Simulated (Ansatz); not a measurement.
Bands of MnHg

```
Mn Hg
1.0
     3.28800    0.00000    0.00000
     0.00000    3.28800    0.00000
     0.00000    0.00000    3.31300
Mn Hg
1 1
Direct
  0.50000 0.50000 0.50000
  0.00000 0.00000 0.00000
```

Atom numbers follow the list: Mn1, Hg2.

The conventional cell has a = 3.288 Å, b = 3.288 Å, c = 3.313 Å, α = 90.00°, β = 90.00°, γ = 90.00°. Mn (atom 1) is surrounded by 8 Hg at 2.85 Å. Around Hg (atom 2) lie 8 Mn at 2.85 Å.

The cell is COD entry 1522568, as deposited and not checked against the literature; nothing was relaxed.

The magnetic state is the one reached from the start moments; no search over orders was made, so it needn't be the ground state.

Spin–orbit coupling is left out, though it moves levels of the heavy atoms by tenths of an eV or more.

Computed with DFT, PBE, all-electron LAPW, scalar-relativistic (Ansatz 0.2.0).

The runs use a Γ-centred 11×11×11 k mesh, Fermi–Dirac smearing of 0.05 eV, basis error target 0.5 meV/atom, spin-polarised from start moments Mn1 4 μB, ending with a cell moment of 3.89 μB.

Points in fractions of the reciprocal vectors of this cell: Γ (0, 0, 0), X (0, 0.5, 0), M (0.5, 0.5, 0), Z (0, 0, 0.5), R (0, 0.5, 0.5), A (0.5, 0.5, 0.5). The path joins them by straight lines in the order Γ–X–M–Γ–Z–R–A–Z–X; legs that retrace an earlier one aren't tabulated. Energies are in eV from the Fermi level.

Q: Metal or insulator at this level of theory?

A: No gap opens: metallic or semimetallic.

Q: Tabulate bands 29 to 34 of the spin-up channel, counted from the lowest band of the run, along the path.

A: 
| k (1/Å) | point | band 29 | band 30 | band 31 | band 32 | band 33 | band 34 |
| --- | --- | --- | --- | --- | --- | --- | --- |
| 0.00 | Γ | -2.03 | -2.03 | -2.03 | 4.72 | 4.93 | 4.93 |
| 0.24 |  | -2.17 | -2.16 | -2.07 | 3.24 | 5.20 | 5.41 |
| 0.48 |  | -2.45 | -2.44 | -2.15 | 0.68 | 6.48 | 6.68 |
| 0.72 |  | -2.69 | -2.67 | -2.23 | -1.13 | 8.30 | 8.50 |
| 0.96 | X | -2.78 | -2.76 | -2.27 | -1.54 | 9.99 | 10.18 |
| 1.19 |  | -2.66 | -2.65 | -2.23 | -1.52 | 7.38 | 8.55 |
| 1.43 |  | -2.39 | -2.38 | -2.16 | -1.47 | 4.42 | 5.95 |
| 1.67 |  | -2.15 | -2.08 | -2.01 | -1.49 | 1.95 | 3.90 |
| 1.91 | M | -2.05 | -1.99 | -1.70 | -1.70 | 0.76 | 3.02 |
| 2.25 |  | -2.55 | -2.26 | -2.06 | -0.40 | 1.68 | 5.11 |
| 2.59 |  | -2.75 | -2.51 | -2.06 | 1.64 | 2.30 | 7.77 |
| 2.92 |  | -2.30 | -2.30 | -2.04 | 3.54 | 3.78 | 5.63 |
| 3.26 | Γ | -2.03 | -2.03 | -2.03 | 4.72 | 4.93 | 4.93 |
| 3.50 |  | -2.16 | -2.16 | -2.06 | 3.06 | 5.40 | 5.40 |
| 3.74 |  | -2.44 | -2.44 | -2.14 | 0.54 | 6.66 | 6.66 |
| 3.97 |  | -2.67 | -2.67 | -2.22 | -1.21 | 8.45 | 8.45 |
| 4.21 | Z | -2.76 | -2.76 | -2.26 | -1.59 | 10.12 | 10.12 |
| 4.45 |  | -2.65 | -2.64 | -2.23 | -1.57 | 7.34 | 8.50 |
| 4.69 |  | -2.39 | -2.37 | -2.15 | -1.52 | 4.37 | 5.90 |
| 4.93 |  | -2.14 | -2.08 | -2.04 | -1.53 | 1.90 | 3.84 |
| 5.17 | R | -2.05 | -2.01 | -1.75 | -1.74 | 0.71 | 2.95 |
| 5.40 |  | -2.62 | -2.01 | -0.70 | -0.69 | 0.68 | 2.99 |
| 5.64 |  | -2.37 | -2.00 | 0.61 | 0.79 | 0.80 | 3.17 |
| 5.88 |  | -2.10 | -1.99 | 0.54 | 2.53 | 2.54 | 3.65 |
| 6.12 | A | -1.99 | -1.97 | 0.53 | 4.14 | 4.14 | 4.20 |
| 6.46 |  | -2.16 | -2.06 | 0.22 | 1.45 | 3.03 | 4.67 |
| 6.80 |  | -2.62 | -2.18 | -1.12 | -0.71 | 4.35 | 6.21 |
| 7.13 |  | -2.80 | -2.28 | -2.21 | -1.50 | 6.93 | 8.48 |
| 7.47 | Z | -2.76 | -2.76 | -2.26 | -1.59 | 10.12 | 10.12 |
| 7.81 |  | -2.62 | -2.60 | -2.18 | -1.02 | 6.13 | 8.70 |
| 8.15 |  | -2.77 | -2.50 | -2.05 | 1.56 | 2.24 | 7.95 |
| 8.48 |  | -2.64 | -2.60 | -2.19 | -0.95 | 6.00 | 8.73 |
| 8.82 | X | -2.78 | -2.76 | -2.27 | -1.54 | 9.99 | 10.18 |
